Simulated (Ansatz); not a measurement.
CsPbBr3 (cubic perovskite, space group No. 221) under volume change, plane-wave PAW r²SCAN (Ansatz code), scaled uniformly.

```csv
V (Å³/atom),E − E(relaxed) (meV/atom),P (GPa)
38.030,26.6,2.48
39.284,11.1,1.51
40.538,…,…
41.791,0.0,0.00
43.045,…,…
44.299,8.8,-1.07
45.552,18.9,-1.48
```

**Question.** Fill in the missing entries.

**Answer.** 
- 40.538, E − E(relaxed) (meV/atom): 2.6
- 40.538, P (GPa): 0.69
- 43.045, E − E(relaxed) (meV/atom): 2.3
- 43.045, P (GPa): -0.58

**Question.** What does a third-order Birch–Murnaghan fit give for V₀, B₀ and B′?

**Answer.** V₀ = 41.79 Å³/atom, B₀ = 21.0 GPa, B′ = 4.7.

Space group Pm-3m (cubic perovskite). This is a known high-temperature phase of the composition, computed here at zero pressure and temperature. The cell was relaxed with r²SCAN under the symmetry of its start; its stability against distortions is not shown here. Scalar-relativistic: spin–orbit coupling is off unless named, which matters more the heavier the elements.

Potentials: the later of the program's two PAW sets.
